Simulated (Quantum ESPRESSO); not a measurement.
MgAl3N3O, input and log of a self-consistent run

A calculation, not a measurement. The program is pw.x of Quantum ESPRESSO 7.5 (plane-wave density functional theory). The cell is made up: 8 atoms on a rocksalt lattice, with randomly drawn elements, strain and displacements, not relaxed. PseudoDojo standard norm-conserving files (v0.5 for PBE, v0.4.1 for LDA and PBEsol) set the functional; there is no spin polarisation, spin-orbit coupling or dispersion term, and the masses in the input are unused placeholders.

Input:

```
&control calculation='scf', pseudo_dir='./dojo.nc.sr.pbe.v0_5.standard.upf', outdir='./o', disk_io='medium', tprnfor=.true., tstress=.true. /
&system ibrav=0, nat=8, ntyp=4, nbnd=26, ecutwfc=105.61755193, nosym=.true., tot_charge=0,
 occupations='smearing', smearing='fd', degauss=0.0018374661
/
&electrons conv_thr=7.350e-09, electron_maxstep=60, /
ATOMIC_SPECIES
Al 1.0 Al.upf
Mg 1.0 Mg.upf
N 1.0 N.upf
O 1.0 O.upf
CELL_PARAMETERS angstrom
4.1304 -0.023 0.0182
-0.023 4.1261 0.0183
0.0182 0.0183 4.088
ATOMIC_POSITIONS angstrom
Mg 0.0384 0.0396 -0.0291
Al 0.0336 2.0831 2.0644
Al 2.0523 -0.015 2.0785
Al 2.06 2.047 0.0015
N 2.0398 -0.0753 -0.0292
O 2.0863 2.0673 2.0203
N 4.1256 0.0185 2.061
N 4.1551 2.0346 -0.0031
K_POINTS automatic
6 6 6 1 1 1
```

The log is shortened where brackets say so; the opening notice, blank lines, dates and the lines on written files are dropped, and the path of the files is cut. It prints rydbergs, bohrs and kilobars, and counts compression as positive stress. With no partly filled state, the Fermi energy that it prints is only some level between the filled and the empty states on the mesh, and need not lie in the true gap.

```
     Program PWSCF v.7.5
     Parallel version (MPI & OpenMP), running on       1 processor cores
     Number of MPI processes:                 1
     Threads/MPI process:                     1
     [start-up lines left out]
     bravais-lattice index     =            0
     lattice parameter (alat)  =       7.8055  a.u.
     unit-cell volume          =     470.1199 (a.u.)^3
     number of atoms/cell      =            8
     number of atomic types    =            4
     number of electrons       =        40.00
     number of Kohn-Sham states=           26
     kinetic-energy cutoff     =     105.6176  Ry
     charge density cutoff     =     422.4702  Ry
     scf convergence threshold =      7.3E-09
     mixing beta               =       0.7000
     number of iterations used =            8  plain     mixing
     Exchange-correlation= PBE
                           (   1   4   3   4   0   0   0)
     [axes and pseudopotential details left out]
   Cartesian axes
     site n.     atom                  positions (alat units)
         1        Mg     tau(   1) = (   0.0092967   0.0095872  -0.0070451  )
         2        Al     tau(   2) = (   0.0081346   0.5043210   0.4997937  )
         3        Al     tau(   3) = (   0.4968643  -0.0036315   0.5032073  )
         4        Al     tau(   4) = (   0.4987285   0.4955812   0.0003632  )
         5        N      tau(   5) = (   0.4938380  -0.0182302  -0.0070694  )
         6        O      tau(   6) = (   0.5050957   0.5004958   0.4891171  )
         7        N      tau(   7) = (   0.9988127   0.0044789   0.4989706  )
         8        N      tau(   8) = (   1.0059547   0.4925791  -0.0007505  )
     number of k points=   108  Fermi-Dirac smearing, width (Ry)=  0.0018
     Number of k-points >= 100: set verbosity='high' to print them.
     Dense  grid:    68961 G-vectors     FFT dimensions: (  54,  54,  54)
     Estimated max dynamical RAM per process >      82.67 MB
     Initial potential from superposition of free atoms
     starting charge      39.9918, renormalised to      40.0000
     Starting wfcs are   33 randomized atomic wfcs
     total cpu time spent up to now is       22.0 secs
     per-process dynamical memory:    65.3 Mb
     Self-consistent Calculation
     iteration #  1     ecut=   105.62 Ry     beta= 0.70
     Davidson diagonalization with overlap
     ethr =  1.00E-02,  avg # of iterations =  4.7
     total cpu time spent up to now is       75.8 secs
     total energy              =    -227.78717868 Ry
     estimated scf accuracy    <       1.93057107 Ry
     iteration #  2     ecut=   105.62 Ry     beta= 0.70
     Davidson diagonalization with overlap
     ethr =  4.83E-03,  avg # of iterations =  2.6
     total cpu time spent up to now is      128.7 secs
     total energy              =    -228.36587275 Ry
     estimated scf accuracy    <       1.42424793 Ry
     iteration #  3     ecut=   105.62 Ry     beta= 0.70
     Davidson diagonalization with overlap
     ethr =  3.56E-03,  avg # of iterations =  2.3
     total cpu time spent up to now is      170.3 secs
     total energy              =    -228.60494332 Ry
     estimated scf accuracy    <       0.03573507 Ry
     iteration #  4     ecut=   105.62 Ry     beta= 0.70
     Davidson diagonalization with overlap
     ethr =  8.93E-05,  avg # of iterations =  7.1
     total cpu time spent up to now is      237.7 secs
     total energy              =    -228.61867701 Ry
     estimated scf accuracy    <       0.00498414 Ry
     iteration #  5     ecut=   105.62 Ry     beta= 0.70
     Davidson diagonalization with overlap
     c_bands:  1 eigenvalues not converged
     c_bands:  1 eigenvalues not converged
     c_bands:  1 eigenvalues not converged
     ethr =  1.25E-05,  avg # of iterations =  6.8
     total cpu time spent up to now is      295.6 secs
     total energy              =    -228.61950936 Ry
     estimated scf accuracy    <       0.00203998 Ry
     iteration #  6     ecut=   105.62 Ry     beta= 0.70
     Davidson diagonalization with overlap
     ethr =  5.10E-06,  avg # of iterations =  2.2
     total cpu time spent up to now is      335.2 secs
     total energy              =    -228.61924788 Ry
     estimated scf accuracy    <       0.00064074 Ry
     iteration #  7     ecut=   105.62 Ry     beta= 0.70
     Davidson diagonalization with overlap
     ethr =  1.60E-06,  avg # of iterations =  4.8
     total cpu time spent up to now is      386.3 secs
     total energy              =    -228.61943115 Ry
     estimated scf accuracy    <       0.00002493 Ry
     iteration #  8     ecut=   105.62 Ry     beta= 0.70
     Davidson diagonalization with overlap
     ethr =  6.23E-08,  avg # of iterations =  2.0
     total cpu time spent up to now is      427.5 secs
     total energy              =    -228.61943120 Ry
     estimated scf accuracy    <       0.00000752 Ry
     iteration #  9     ecut=   105.62 Ry     beta= 0.70
     Davidson diagonalization with overlap
     ethr =  1.88E-08,  avg # of iterations =  2.0
     total cpu time spent up to now is      458.1 secs
     total energy              =    -228.61943195 Ry
     estimated scf accuracy    <       0.00000062 Ry
     iteration # 10     ecut=   105.62 Ry     beta= 0.70
     Davidson diagonalization with overlap
     ethr =  1.56E-09,  avg # of iterations =  2.7
     total cpu time spent up to now is      496.5 secs
     total energy              =    -228.61943207 Ry
     estimated scf accuracy    <       0.00000005 Ry
     iteration # 11     ecut=   105.62 Ry     beta= 0.70
     Davidson diagonalization with overlap
     ethr =  1.37E-10,  avg # of iterations =  3.1
     total cpu time spent up to now is      546.6 secs
     End of self-consistent calculation
     Number of k-points >= 100: set verbosity='high' to print the bands.
     the Fermi energy is    12.9088 ev
!    total energy              =    -228.61943209 Ry
     estimated scf accuracy    <          1.4E-09 Ry
     smearing contrib. (-TS)   =       0.00000000 Ry
     internal energy E=F+TS    =    -228.61943209 Ry
     The total energy is F=E-TS. E is the sum of the following terms:
     one-electron contribution =     -87.31779363 Ry
     hartree contribution      =      66.71966146 Ry
     xc contribution           =     -50.12121589 Ry
     ewald contribution        =    -157.90008403 Ry
     convergence has been achieved in  11 iterations
     Forces acting on atoms (cartesian axes, Ry/au):
     atom    1 type  2   force =    -0.03638611   -0.02863386    0.02178139
     atom    2 type  1   force =    -0.01577323    0.00111597   -0.01512010
     atom    3 type  1   force =     0.01524761    0.00232938   -0.02117559
     atom    4 type  1   force =     0.00955234    0.00001014    0.00634117
     atom    5 type  3   force =     0.03654703    0.02779992    0.01320023
     atom    6 type  4   force =    -0.00586487   -0.00604942    0.00707353
     atom    7 type  3   force =     0.00782039   -0.01034160   -0.02011395
     atom    8 type  3   force =    -0.01114316    0.01376945    0.00801331
     Total force =     0.085259     Total SCF correction =     0.000009
     Computing stress (Cartesian axis) and pressure
          total   stress  (Ry/bohr**3)                   (kbar)     P=       25.00
   0.00008645   0.00018481  -0.00014458           12.72       27.19      -21.27
   0.00018481   0.00012822  -0.00014906           27.19       18.86      -21.93
  -0.00014458  -0.00014906   0.00029521          -21.27      -21.93       43.43
     init_run     :     21.31s CPU     21.90s WALL (       1 calls)
     electrons    :    492.80s CPU    524.60s WALL (       1 calls)
     forces       :      5.57s CPU      5.68s WALL (       1 calls)
     stress       :     21.86s CPU     21.99s WALL (       1 calls)
     [timing details left out]
     PWSCF        :   9m 1.94s CPU   9m34.94s WALL
     JOB DONE.
```

In other units: free energy -3110.526 eV for the cell, pressure 2.50 GPa, largest force component 0.940 eV/Å. This run is the check on a run of the same cell at 1143 eV and a 4 x 4 x 4 mesh: rerunning at 1437 eV and a 6 x 6 x 6 mesh moved values by no more than 0.004 eV in energy, 0.02 GPa in stress and 0.003 eV/Å in force.